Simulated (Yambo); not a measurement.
Sr2OsH6 (space group Fm-3m, No. 225), G0W0@PBEsol in Yambo (4×4×4 mesh, plasmon pole; 7 Ry block, no terminator). The number N of bands in W and G is varied.

```tsv
N	x = 1/N	gap Γ → X (eV)	shift of the valence edge (eV)
61	0.01639	3.572	0.198
90	0.01111	3.576	-0.022
123	0.00813	3.588	-0.180
159	0.00629	?	?
```

Basis-set arguments suggest E = E∞ + A x. Fix A and E∞ from the two rows above the withheld one, predict the row at 159 bands, and test the form.

Gap: A = (3.588 − (3.576))/(0.00813 − 0.01111) = -4.03, E∞ = 3.621 eV, so 3.595 eV is predicted; the run gave 3.599 eV (miss 4 meV). The first two rows have slope -0.76, so the form doesn't hold yet over the whole range. Shift: A = (-0.180 − (-0.022))/(0.00813 − 0.01111) = 53.0, E∞ = -0.611 eV, so -0.278 eV is predicted; the run gave -0.290 eV (miss 12 meV). The first two rows have slope 41.7, so the form doesn't hold yet over the whole range. The other settings are held fixed.

Spin-orbit coupling is not included.

Geometry of the Materials Project entry, not relaxed at this level; primitive cell a = 5.3914 Å, b = 5.3914 Å, c = 5.3914 Å, α = 60.00°, β = 60.00°, γ = 60.00°.

The structure is a Materials Project entry; no match was found in the copy of COD used, and its stability was not checked.

A shift is the quasiparticle energy of the state minus its PBEsol energy.
